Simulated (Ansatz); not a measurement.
Relaxed-ion elastic tensor of TaN (rock salt, Fm-3m) in GPa (Voigt order), plane-wave PAW PBEsol (Ansatz code); density 15.47 g/cm³, 10.47 Å³ per atom.

```csv
,1,2,3,4,5,6
1,791,141,141,0.0,0.0,0.0
2,141,791,141,0.0,0.0,0.0
3,141,141,791,0.0,0.0,0.0
4,0.0,0.0,0.0,68.3,0.0,0.0
5,0.0,0.0,0.0,0.0,68.3,0.0
6,0.0,0.0,0.0,0.0,0.0,68.3
```

Q: Is the crystal mechanically stable?

A: Yes: the smallest eigenvalue of C is 68.3 GPa.

Q: Work out the Voigt, Reuss and Hill averages.

A: K_V = 357, K_R = 357, K_H = 357; G_V = 171, G_R = 99.9, G_H = 135 GPa.

Q: Give Young's modulus, Poisson's ratio, Pugh's ratio and the universal anisotropy index.

A: E = 9KG/(3K + G) = 361 GPa; ν = 0.33; K/G = 2.64 (ductile by the Pugh limit of 1.75); A_U = 5G_V/G_R + K_V/K_R − 6 = 3.56.

Q: Estimate the sound speeds and the Debye temperature.

A: v_l = √((K + 4G/3)/ρ) = 5900 m/s, v_t = √(G/ρ) = 2960 m/s, mean 3320 m/s; Θ = (h/k)(3n/4πV)^(1/3) v_m = 452 K.

Q: Give the Zener ratio and Young's modulus along [100], [110] and [111].

A: A = 2C44/(C11 − C12) = 0.21; 1/E = S11 − 2(S11 − S12 − S44/2)Γ with Γ = 0, 1/4, 1/3 gives 748, 237, 193 GPa.

Symmetry was held in the PBEsol relaxation; of distortions, only those at the zone centre were tested. The run is not spin-polarised. As this level gives no gap, shear constants depend on the k-mesh and smearing (Fermi–Dirac, 0.1 eV here). Scalar-relativistic: spin–orbit coupling is off unless named, which matters more the heavier the elements.

Potentials: the earlier of the program's two PAW sets.
